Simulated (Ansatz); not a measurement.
# One atom moved along a line in Ta2O5

Level of theory: DFT r2SCAN, scalar-relativistic, plane waves, PAW (Ansatz 0.2.0). Cutoff 500 eV, Γ-centred 8×8×4 k-points, Gaussian smearing of 0.05 eV. Spin–orbit coupling is left out, which matters for the heavy elements here. No spin polarisation. Energies are free energies at this smearing, counted from the undisturbed cell; pressure is positive in compression.

Reference structure (relaxed at this level; it needn't be the usual structure):

```xyz
7
Lattice="3.6657 0.0000 0.0000 0.0000 3.8573 0.0000 0.0000 0.0000 6.4562" Properties=species:S:1:pos:R:3 pbc="T T T"
Ta    1.8328    0.0000    3.2281
Ta    0.0000    0.0000    0.0000
O     1.8328    1.9287    3.2281
O     0.0000    0.0000    4.3881
O     0.0000    1.9287    0.0000
O     1.8328    0.0000    0.0000
O     0.0000    0.0000    2.0681
```

Atom 1 (Ta) is moved by x along the Cartesian unit vector (-0.845, 0.000, 0.535); the cell and all other atoms stay fixed.

| x (Å) | ΔE (meV/cell) | force along x on the moved atoms (eV/Å) | pressure (GPa) | gap on the mesh (eV) |
| --- | --- | --- | --- | --- |
| -0.6000 | 1952.4 | 18.12 | 18.3 | 2.28 |
| -0.3000 | -153.7 | 0.47 | 2.7 | 1.41 |
| 0.0000 | 0.0 | 0.00 | 0.0 | 0.64 |
| 0.0750 | -23.9 | 0.61 | 0.1 | 0.71 |
| 0.1500 | -83.1 | 0.89 | 0.5 | 0.89 |
| 0.2250 | -143.2 | 0.60 | 1.4 | 1.14 |
| 0.3750 | -48.0 | -2.54 | 4.9 | 1.69 |
| 0.4500 | 259.4 | -5.90 | 8.0 | 1.91 |
| 0.5250 | 878.8 | -10.93 | 12.4 | 2.11 |

By symmetry 0.6000 repeats -0.6000, -0.4500 repeats 0.4500, 0.3000 repeats -0.3000, -0.1500 repeats 0.1500 in energy, with the opposite slope along the path.